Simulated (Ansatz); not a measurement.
## Field gradients against strain in KTaO₃

```yaml
crystal:
  lattice:
    - [3.98830, 0.00000, 0.00000]
    - [0.00000, 3.98830, 0.00000]
    - [0.00000, 0.00000, 3.98830]
  atoms:
    - { symbol: K, position: [0.50000, 0.50000, 0.50000] }
    - { symbol: Ta, position: [0.00000, 0.00000, 0.00000] }
    - { symbol: O, position: [0.50000, 0.00000, 0.00000] }
    - { symbol: O, position: [0.00000, 0.50000, 0.00000] }
    - { symbol: O, position: [0.00000, 0.00000, 0.50000] }
```

Atoms are numbered in the order listed.

The geometry is COD entry 2102087, unchecked; take it as a test cell.

Level of theory: DFT, LDA, all-electron PAW with datasets made for the crystal, scalar-relativistic (Ansatz 0.2.0).

Settings: a Γ-centred 5×5×5 k mesh, Fermi–Dirac smearing of 0.01 eV, cutoff 540 eV (chosen by the program for this cell), no spin polarisation.

The strain is applied along the Cartesian axes of the cell as listed (γ is the engineering shear, twice εxy = εyz = εzx). Fractional coordinates are held (clamped ions).

The columns are Cartesian components of the electric field gradient at the nuclei, in 10²¹ V/m².

No spin–orbit coupling: at heavy atoms the gradients can be off by tens of per cent for that reason.

Only quantities that a quadratic follows smoothly over the whole series are listed; rougher ones are left out.

```tsv
γ	Vxy at K1	Vxy at Ta2	Vxy at O3
-0.0300	-0.20	3.77	-0.37
-0.0200	-0.15	2.51	-0.25
-0.0100	-0.08	1.25	-0.12
0.0000	0.00	0.00	0.00
0.0100	0.09	-1.25	0.13
0.0300	0.29	-3.73	0.38
```

Task: Fit the series and give the gradient–strain slopes.

Result: Least-squares fits y = p0 + p1 x + p2 x² to the rows give Vxy at K1: p1 = 8.24, p2 = 50; Vxy at Ta2: p1 = -125, p2 = 24; Vxy at O3: p1 = 12.5, p2 = 2.4. The slopes p1 are in 10²¹ V/m² per unit strain, for clamped ions.

Task: One run, at γ = 0.0200, is withheld. Predict its row.

Result: The fits give 0.18, -2.49, 0.25; the run gave 0.19, -2.49, 0.25.
